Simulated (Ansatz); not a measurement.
Values for one crystal, relaxed and computed with DFT-PBE in the program Ansatz with PAW potentials; other levels are named.

| Quantity | Value |
|---|---|
| Volume per atom | 25.36 Å³ |
| Band gap | 2.02 eV (indirect) |
| Formation energy from the elements (no fitted shifts) | -0.66 eV/atom |
| Conduction-band minimum | at Γ |
| Valence-band maximum | on the K–Γ line, 81 % of the way from K |
| Smallest direct gap on the standard path | 2.06 eV |

Which of these materials gives this?
(A) GaS, P6_3/mmc (Ga on 4f, S on 4f)
(B) MgS, rock salt
(C) ZnS, zinc blende
(D) BeS, zinc blende

A, GaS, P6_3/mmc (Ga on 4f, S on 4f)

The PBE relaxation kept the symmetry of its start. The volume lies over 15 % above that of the usual cell of this phase: another minimum, or an error of the functional. A crystal of weakly bound layers computed without a dispersion correction: the cell and the soft elastic constants depend strongly on that. The references are the lowest solids computed at this level, not always the standard phases. Scalar-relativistic: spin–orbit coupling is off unless named, which matters more the heavier the elements.

Potentials: the later of the program's two PAW sets.
